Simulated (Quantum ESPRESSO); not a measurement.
# Strain and stress in Zn2MgCaO3

Calculated results; nothing here was measured. They come from pw.x of Quantum ESPRESSO 7.5, a plane-wave density functional program, with PseudoDojo standard norm-conserving files (v0.5 for PBE, v0.4.1 for LDA and PBEsol). The cells are made up: elements, strain and atom displacements were drawn at random, and nothing was relaxed. There is no spin polarisation, spin-orbit coupling or dispersion term.

The cell has 8 sites of a rocksalt lattice. Sites 1 to 4 hold Zn Mg Zn Ca; sites 5 to 8 hold O empty O O. Cell vectors in Å: (4.520, -0.010, -0.014); (-0.010, 4.497, -0.011); (-0.014, -0.011, 4.545). Settings: PBE, cutoff 1143 eV, 6 x 6 x 6 k mesh shifted by half a step, Fermi-Dirac smearing of 0.1 eV.

Each run adds a shear xy (given as the tensor component) to one cell, with the atoms carried along; the vectors above are those of run 4. Stress is positive in tension and P is minus a third of its trace. E is the free energy for each atom above the lowest run shown.

```
run  strain (%)  s_xx (GPa)  s_yy (GPa)  s_zz (GPa)  s_xy (GPa)  P (GPa)  E (meV/atom)
  1       -2.37       -3.36        0.04        1.94       -3.22     0.46          7.39
  2       -1.33       -3.23        0.11        1.86       -2.01     0.42          2.88
  4        0.15       -3.11        0.17        1.81       -0.31     0.38          0.00
  5        0.70       -3.10        0.17        1.81        0.33     0.37          0.05
  6        1.32       -3.10        0.17        1.82        1.05     0.37          0.79
  7        1.57       -3.10        0.17        1.83        1.34     0.37          1.24
  3       -0.58           ?           ?           ?           ?        ?             ?
```

A rerun of one of these cells at 1437 eV and k mesh 8 x 8 x 8 moved values by no more than 0.004 eV in the cell's energy, 0.10 GPa in stress and 0.006 eV/Å in force.

## Worked fit

A parabola through the six runs shown gives s_xy = -0.48 + 1.16 e + 0.001 e² GPa, with e in per cent and a scatter of 0.01 GPa. The slope is a stiffness of 116 ± 1 GPa for each unit of this strain at e = 0, twice a shear constant under the stress shown, since the tensor component is half the shear angle. The atoms are clamped, and relaxing them would in general lower it. The error is the larger of the fit's own and the change that a cubic makes, rounded up.

## Withheld run

Question: what s_xy should run 3 give?

The fit gives -1.15 GPa. The calculation gave -1.15 GPa.

```
run  strain (%)  s_xx (GPa)  s_yy (GPa)  s_zz (GPa)  s_xy (GPa)  P (GPa)  E (meV/atom)
  3       -0.58       -3.16        0.15        1.82       -1.15     0.40          0.89
```